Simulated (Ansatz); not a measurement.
CaTaO3 in space group P4mm (No. 99; Ta on 1b, Ca on 1a, O on 2c, O on 1b) under volume change, PBEsol (plane waves, PAW; program Ansatz), shape and atoms relaxed at each volume.

| V (Å³/atom) | E − E(relaxed) (meV/atom) | P (GPa) |
|---|---|---|
| 12.036 | 25.8 | 11.52 |
| 12.420 | 6.1 | 5.17 |
| 12.804 | 0.0 | -0.01 |
| 13.189 | 5.7 | -4.64 |
| 13.573 | 21.7 | -8.58 |
| 13.957 | 46.4 | -11.95 |

**Question.** What does a third-order Birch–Murnaghan fit give for V₀, B₀ and B′?

**Answer.** V₀ = 12.80 Å³/atom, B₀ = 165 GPa, B′ = 4.1.

The start of the workflow was typed in or built on a structure type; neither database checked (COD, Materials Project) lists it. Its standing as an ambient phase is unchecked. The PBEsol relaxation kept the symmetry of its start; its stability against distortions is not shown here. No spin polarisation was allowed. The volume moved by -22 % from the start of the relaxation. Spin–orbit coupling is left out wherever it is not named.

Potentials: the earlier of the program's two PAW sets. The files were generated under PBE; for other functionals the program regenerates the frozen cores, and for LDA and PBEsol the local potential too.
